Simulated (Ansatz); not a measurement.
CdF$_{2}$:
```
CdF2
1.0
    0.00000     2.69576     2.69576
    2.69576     0.00000     2.69576
    2.69576     2.69576     0.00000
Cd F
1 2
Direct
  0.00000   0.00000   0.00000
  0.25000   0.25000   0.25000
  0.75000   0.75000   0.75000
```

Relaxed with r²SCAN. Special points in fractions of this cell's reciprocal vectors: Γ (0.000, 0.000, 0.000); X (0.500, 0.000, 0.500); U (0.625, 0.250, 0.625); K (0.375, 0.375, 0.750); L (0.500, 0.500, 0.500); W (0.500, 0.250, 0.750).

Question: List the band energies nearest the valence-band maximum at these points for DFT-r²SCAN with spin–orbit coupling in the program Ansatz with PAW potentials.

Answer: In eV from the valence-band maximum; about four levels below and three above (degenerate sets whole), none deeper than 8.9 eV; points with the same levels are listed once.

```tsv
k	below	above
Γ	-0.54 -0.54 -0.54 -0.54 -0.43 -0.43	3.78 3.78 13.23 13.23
X	-0.13 -0.13 -0.05 -0.05	8.90 8.90 10.55 10.55
U	-0.36 -0.36 -0.20 -0.20	8.85 8.85 11.54 11.54
L	-0.46 -0.46 -0.34 -0.34	8.01 8.01 9.68 9.68
W	-0.62 -0.62 0.00 0.00	8.97 8.97 11.86 11.86
```

Space group Fm-3m (fluorite). The r²SCAN relaxation kept the symmetry of its start.

Potentials: the earlier of the program's two PAW sets. The files were generated under PBE; for other functionals the program regenerates the frozen cores, and for LDA and PBEsol the local potential too.
